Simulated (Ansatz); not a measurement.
Computed with Ansatz, DFT PBE, scalar-relativistic, plane waves, PAW. Settings: cutoff 420 eV, Γ-centred meshes spaced at most about 0.3 Å⁻¹, and about 0.25 Å⁻¹ or finer for metals (2π included), Gaussian smearing. No spin polarisation in the final relaxations.

All energies are static (0 K, no zero-point motion).

Two forms of SnPb2Se3 were relaxed alike.

A.

```
Sn Pb Se
1.0
    -2.18129    2.18129    9.25274
     2.18129   -2.18129    9.25274
     2.18129    2.18129   -9.25274
Sn Pb Se
1 2 3
Cartesian
  0.0000 0.0000 9.2527
  0.0000 0.0000 15.4262
  0.0000 0.0000 3.0793
  0.0000 0.0000 0.0000
  0.0000 0.0000 12.2848
  0.0000 0.0000 6.2207
```

B.

```
Sn Pb Se
1.0
     4.36081    0.00000    0.00000
    -2.18040    3.77657    0.00000
     0.00000    0.00000   10.68836
Sn Pb Se
1 2 3
Direct
  0.00000 0.00000 0.00000
  0.33333 0.66667 0.66943
  0.66667 0.33333 0.33057
  0.66667 0.33333 0.83994
  0.00000 0.00000 0.50000
  0.33333 0.66667 0.16006
```

Question: Which placement of the atoms is lower in energy, and by how much?

Answer: They are level within the accuracy (under 1 meV/atom apart). The two share one framework of sites and differ in which element sits where. A has Sn and Pb ordered on rock salt sites, space group I4/mmm (No. 139), 29.3 Å³/atom and a gap of 0.04 eV on its mesh; B has Sn and Pb ordered on rock salt sites, space group P-3m1 (No. 164), 29.3 Å³/atom and a gap of 0.12 eV. Counting Se atoms around Pb and Sn (those within 1.25 times the shortest such distance or 1.15 times the sum of covalent radii), A and B both have Sn 6, Pb 6. Both come from invented guesses.

Spin–orbit coupling, which can matter for Pb, is left out. Kohn–Sham gaps at this level usually fall short of measured ones. The missing spin–orbit coupling can work the other way here. Cells relaxed within their symmetry can be saddle points.
